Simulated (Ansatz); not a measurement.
A geometry of CeO2 away from equilibrium: the start of the relaxation of a relaxed CeO2 cell with every coordinate shifted by Gaussian noise of σ = 0.1 Å. These are PBE (plane waves to 420 eV, PAW, scalar-relativistic; Ansatz, a first-principles code) values and carry that method's errors. Γ-centred k-mesh 7×7×7 on the run's cell (coarser than for final values), Fermi–Dirac smearing 0.05 eV.

```xyz
3
Lattice="0.0000 2.7322 2.7322 2.7322 0.0000 2.7322 2.7322 2.7322 0.0000" Properties=species:S:1:pos:R:3 pbc="T T T"
Ce    -0.0229     0.0761    -0.0667
O      1.3401     1.3830     1.1907
O      4.0209     4.0591     4.2089
```

**Question.** What forces act on the atoms (eV/Å)?

**Answer.** 
| atom | Fx | Fy | Fz |
|---|---|---|---|
| Ce1 | -0.42 | -0.66 | 0.28 |
| O2 | -0.11 | 0.01 | 1.48 |
| O3 | 0.52 | 0.65 | -1.76 |

**Question.** What is the pressure?

**Answer.** +3.1 GPa, compression positive.

No spin polarisation in the result. No Hubbard U is applied. The 4f state was not searched, so a lower electronic state may exist.
